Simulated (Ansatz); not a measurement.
NbRh, a database entry at a rescaled volume

```yaml
crystal:
  lattice:
    - [4.49319, 0.00000, 0.00000]
    - [0.00000, 2.80252, 0.00000]
    - [0.00000, 0.00000, 4.79008]
  atoms:
    - { symbol: Nb, position: [0.25000, 0.00000, 0.18200] }
    - { symbol: Nb, position: [0.75000, 0.00000, 0.81800] }
    - { symbol: Rh, position: [0.25000, 0.50000, 0.67200] }
    - { symbol: Rh, position: [0.75000, 0.50000, 0.32800] }
```

Level: PBEsol, non-collinear spin; 420 eV; 5×8×5 Γ-centred mesh; fermi-dirac occupations (width 0.1 eV); Ansatz 0.2.0, fixed geometry.

The state carries no moments; the state need not be the lowest.

(1) What is the formation energy?

(2) Which element gives electrons and which takes them?

(3) Where is the largest force?

(4) Is there a gap?

Origin: a database entry at a rescaled volume.

Answers

(1) -0.38 eV an atom against the elements' usual phases (free molecules for gases, crystals otherwise, with no correction for O₂ or N₂), so it is bound against them; other compounds may still compete. Relaxing would lower it.

(2) Bader charges in e: Nb +0.95, Rh -0.95. In the mean Nb gives up most and Rh takes most.

(3) The largest is on Rh4 (and as large on other atoms): 0.65 eV/Å, components (0.00, 0.00, -0.65). It makes 149° with the line to a nearest neighbour, Nb2 at 2.73 Å, pointing away from it.

(4) It is a metal, with about 4.3 states/eV a cell as the mean within 0.25 eV of the Fermi level, mostly Nb d (66 %) and Rh d (24 %).
